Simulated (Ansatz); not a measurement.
## What DFT gives for Rh₂Au

```
CELL_PARAMETERS angstrom
0.00000 2.99501 0.00000
2.99501 0.00000 0.00000
1.49750 1.49750 -5.37918
ATOMIC_POSITIONS crystal
Rh 0.34000 0.34000 0.32000
Rh 0.66000 0.66000 0.68000
Au 0.00000 0.00000 0.00000
```

The numbers come from plane-wave PAW DFT (Ansatz): PBE, no spin polarisation, 420 eV, 12×12×12 Γ-centred k points, fermi-dirac occupations (width 0.1 eV). Nothing was relaxed.

Q: Which atom feels the largest force, and which way?

A: The largest is on Rh1 (and as large on other atoms): 1.87 eV/Å, components (0.00, 0.00, -1.87). It makes 129° with the line to a nearest neighbour, Au3 at 2.73 Å.

Q: Describe some of the short contacts.

A: Rh–Au at 2.73 Å: least valence density 0.35 e/Å³ and ELF 0.25 there. Rh–Rh at 2.87 Å: least valence density 0.27 e/Å³ and ELF 0.26 there. Au–Au at 3.00 Å: least valence density 0.25 e/Å³ and ELF 0.18 there. Both are smooth PAW fields, read partly inside the augmentation spheres.

Q: Give the Bader charges.

A: Bader charges in e: Rh +0.09, Au -0.17. In the mean Rh gives up most and Au takes most.

Q: Metal or insulator?

A: It is a metal, with about 5.5 states/eV a cell as the mean within 0.25 eV of the Fermi level, mostly Rh d (87 %).

Q: What is the formation energy?

A: 0.33 eV an atom against the elements' usual phases (free molecules for gases, crystals otherwise, with no correction for O₂ or N₂), so at this geometry it isn't bound against them. Relaxing would lower it.

Origin: a known structure type with other elements, at an estimated volume, so it need not be a known compound. Caveats: many states at the Fermi level without spin polarisation, so a magnetic state may lie lower; atoms or cell far from equilibrium.
